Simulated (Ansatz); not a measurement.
# BiSb: modes against the lattice constant

Computed with DFT LDA, scalar-relativistic, plane waves, PAW (Ansatz 0.2.0). Cutoff 420 eV, 12×12×12 k-points (Γ-centred), Fermi-Dirac smearing of 0.15 eV. No spin polarisation. Phonons by linear response, acoustic sum rule imposed.

The cell is fixed (symmetry leaves no force on the atoms) and stands under 1.9 GPa:
```
Sb Bi
1.0
     0.00000    3.09560    3.09560
     3.09560    0.00000    3.09560
     3.09560    3.09560    0.00000
Sb Bi
1 1
Direct
  0.00000 0.00000 0.00000
  0.50000 0.50000 0.50000
```

Its imaginary modes show that this cell, the ideal cubic rocksalt prototype, isn't a minimum of the energy. In a metal, frequencies and elastic constants depend on the k mesh and the smearing, soft modes and shear constants most. Spin–orbit coupling is left out, which matters for heavy elements. A semilocal functional can close a gap that the real compound has.

**Question.** How do the optical zone-centre modes (counted from the lowest optical one, degenerate ones once; i marks imaginary ones) of this metal change over a = 6.191 and 6.312 Å?

**Answer.**
```tsv
a (Å)	6.191	6.312
pressure (GPa)	1.9	-1.7
mode 1 (cm⁻¹)	67i	87i
```

Cost: 2 runs of about 3.2 core-minutes in all, on Arm Neoverse N1 (shared hosts).